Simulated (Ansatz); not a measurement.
The relaxed structure here is a generated cell of GeMo: the first start was made by placing the elements on the sites of a structure type, and the end was not matched to a known phase here, so it may be hypothetical.

The start is a generated cell, GeMo placed in the FeSi structure type. The cell and all atomic positions are relaxed at zero pressure with r2SCAN (plane waves to 500 eV, PAW, scalar-relativistic; Ansatz, a quantum-chemistry and plane-wave program). The first steps use a coarse 5×5×5 k-mesh.

The start:
```yaml
crystal:
  lattice:
    - [4.99619, 0.00000, 0.00000]
    - [0.00000, 4.99619, 0.00000]
    - [0.00000, 0.00000, 4.99619]
  atoms:
    - { symbol: Mo, position: [0.13652, 0.13652, 0.13652] }
    - { symbol: Mo, position: [0.63652, 0.36348, 0.86348] }
    - { symbol: Mo, position: [0.86348, 0.63652, 0.36348] }
    - { symbol: Mo, position: [0.36348, 0.86348, 0.63652] }
    - { symbol: Ge, position: [0.84240, 0.84240, 0.84240] }
    - { symbol: Ge, position: [0.34240, 0.65760, 0.15760] }
    - { symbol: Ge, position: [0.15760, 0.34240, 0.65760] }
    - { symbol: Ge, position: [0.65760, 0.15760, 0.34240] }
```

### Question
Which atoms feel the largest initial force, and how large is it?

### Answer
About 0.6 eV/Å, on Ge5, Ge6, Ge7, Ge8 (atoms numbered as listed).

### Question
How much energy is released per atom?

### Answer
0.01 eV/atom.

### Question
What band gap does the relaxed structure have at this level?

### Answer
No gap (metallic).

### Question
Write out the relaxed structure.

### Answer

Space group P2₁3 (No. 198); a = 4.971 Å, b = 4.971 Å, c = 4.971 Å, α = 90.00°, β = 90.00°, γ = 90.00°

```
atom  site  symmetry       x       y       z
----  ----  --------  ------  ------  ------
Mo      4a       .3.  0.1362  0.1362  0.1362
Ge      4a       .3.  0.8472  0.8472  0.8472
```

The space group stays P2₁3 (No. 198) (the run could not lower it); the end is AFLOW prototype AB_cP8_198_a_a (B20, as in FeSi), with 8 atoms in the primitive cell. Final values are on a 10×10×10 k-mesh of the relaxed cell. No spin polarisation in the result.

The run could not lose the symmetry of its start: the end is stationary, and may be a saddle point rather than a minimum.
